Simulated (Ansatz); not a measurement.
**Stationary points along a deformation path in Pt**

The calculation used DFT r2SCAN, scalar-relativistic, plane waves, PAW in Ansatz. Cutoff 500 eV, Γ-centred 30×30×30 k-points, Gaussian smearing of 0.15 eV. Spin–orbit coupling is left out, which can shift energies with elements as heavy as these. No spin polarisation. Energies are free energies at this smearing, counted from the undisturbed cell; pressure is positive in compression.

Zero of the scan (relaxed at this level; with this scan's settings it stands at 0.2 GPa; this bcc form isn't the usual structure):

```
CELL_PARAMETERS angstrom
-1.56949 1.56949 1.56949
1.56949 -1.56949 1.56949
1.56949 1.56949 -1.56949
ATOMIC_POSITIONS crystal
Pt 0.00000 0.00000 0.00000
```

At fixed volume and fractional coordinates, lengths along (0.000, 0.000, 1.000) are scaled against those across it; ρ is that ratio over its starting value. V = 15.464 Å³/atom. Δσ is the stress along the axis less the mean stress across it (compression positive).

```
    ρ  ΔE (meV/atom)  Δσ (GPa) space group
0.650          530.5    107.27       I4/mmm
0.707          101.2     54.00       I4/mmm
0.780          -88.7      9.18       I4/mmm
0.850          -75.1    -10.27       I4/mmm
0.920          -22.1     -8.10       I4/mmm
0.960           -5.4     -4.07       I4/mmm
1.000            0.0      0.00        Im-3m
1.100          -21.5      5.73       I4/mmm
1.200          -55.2      5.82       I4/mmm
1.300          -82.0      4.46       I4/mmm
1.414          -96.5      0.01        Fm-3m
1.500          -85.2     -6.29       I4/mmm
```

Question: How does the stress give the slope of the energy, and where is the energy stationary?

Answer: Along the path d ln(length) is 2/3 d ln ρ on the axis and −1/3 d ln ρ across it, so dE/d ln ρ = −(2/3) V Δσ: the energy falls with ρ where Δσ is positive. Δσ vanishes or changes sign between ρ = 0.780 and 0.850, a minimum (near 0.81 by linear interpolation); at ρ = 1.000 (Im-3m), a maximum at 0.0 meV/atom; at ρ = 1.414 (Fm-3m), a minimum at -96.5 meV/atom. Pairs of stationary points between two samples would go unseen, and could change a minimum read from distant neighbours into a maximum. At ρ = 1.000, 1.414 the cell is cubic, where symmetry alone makes the stress isotropic and the slope zero.

Question: Which shear constant sets the curvature at ρ = 1?

Answer: For a cubic crystal E/V = (2/3) C (ln ρ)² with C = C′ = (C11 − C12)/2, so Δσ = −2C ln ρ. The parabola of Δσ against ln ρ through ρ = 0.960, 1 and 1.100 gives C ≈ -44 GPa with the ions clamped, rough because the steps are large. It is negative, so the cubic cell is unstable to this shear.

Question: Integrate that slope from ρ = 1 to 0.850 by the trapezoid rule.

Answer: With V/N in Å³ and 1 eV/Å³ = 160.2 GPa the slopes at ρ = 1.000, 0.960, 0.920, 0.850 are 0, 262, 521, 661 meV/atom per unit of ln ρ. The steps add (-5.4) + (-16.7) + (-46.8) = -68.8 meV/atom, against -75.1 from the energies; the trapezoid rule misses the curvature of the slope within each step.

Question: Is the start the lowest point of the path?

Answer: No: ρ = 1.414 lies 96.5 meV/atom lower, with no sampled rise above the start on the way. Volume and inner coordinates are held, so a relaxed structure there would lie lower still.

In a metal these slopes depend on the k mesh and the smearing.

Cost: 12 runs of about 5.3 core-minutes in all, on Intel Xeon Platinum 8488C (Sapphire Rapids) (shared hosts).